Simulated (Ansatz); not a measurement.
PbS:
```cif
data_Pb2S2
_chemical_formula_sum 'Pb2 S2'
_space_group_name_H-M_alt 'P 1'
_space_group_IT_number 1
_cell_length_a 4.24969
_cell_length_b 6.00504
_cell_length_c 4.24971
_cell_angle_alpha 90.000
_cell_angle_beta 90.000
_cell_angle_gamma 90.000
loop_
_space_group_symop_operation_xyz
  'x, y, z'
loop_
_atom_site_label
_atom_site_type_symbol
_atom_site_fract_x
_atom_site_fract_y
_atom_site_fract_z
_atom_site_occupancy
Pb1 Pb 0.50000 0.50000 0.24995 1
Pb2 Pb 0.00000 0.00000 0.75005 1
S1 S 0.00000 0.50000 0.75007 1
S2 S 0.50000 0.00000 0.24993 1
```

Relaxed with PBE. PBE (plane waves, PAW; program Ansatz) gives a gap of 0.49 eV.

What gap does HSE06 give on the same cell (Ansatz, PAW)?

0.94 eV, 0.45 eV more. The hybrid was solved on a coarser mesh and at special points; the gap given is the minimum over both.

```
k  v1 PBE  c1 PBE  v1 HSE06  c1 HSE06
-  ------  ------  --------  --------
Γ   -1.95    4.05       [?]       [?]
X   -0.72    1.50       [?]       [?]
U   -3.16    4.06       [?]       [?]
Y   -1.56    2.46       [?]       [?]
S    0.00    0.49      0.00      0.94
R   -0.91    2.25     -1.10      2.82
```

Top valence (v1) and lowest conduction level (c1) in eV from each method's valence maximum (which need not be a listed point): supply the withheld HSE06 values.


- Y, v1 HSE06: -1.77
- Y, c1 HSE06: 3.03
- Γ, v1 HSE06: -2.30
- Γ, c1 HSE06: 4.58
- X, v1 HSE06: -0.80
- X, c1 HSE06: 2.00
- U, v1 HSE06: -3.62
- U, c1 HSE06: 4.58

Cost on shared cores: the PBE run (SCF on a 7×5×7 mesh, then bands and DOS) roughly 60 core-seconds, the HSE06 run (SCF on 5×4×5, then a few points) around 5 core-minutes (rough); the tasks are unlike.

Space group Fm-3m (rock salt). The cell was relaxed with PBE under the symmetry of its start. Point labels and valley counts follow the cell and symmetry of the run, lower than the named group. Spin–orbit coupling is left out wherever it is not named.

Potentials: the later of the program's two PAW sets.
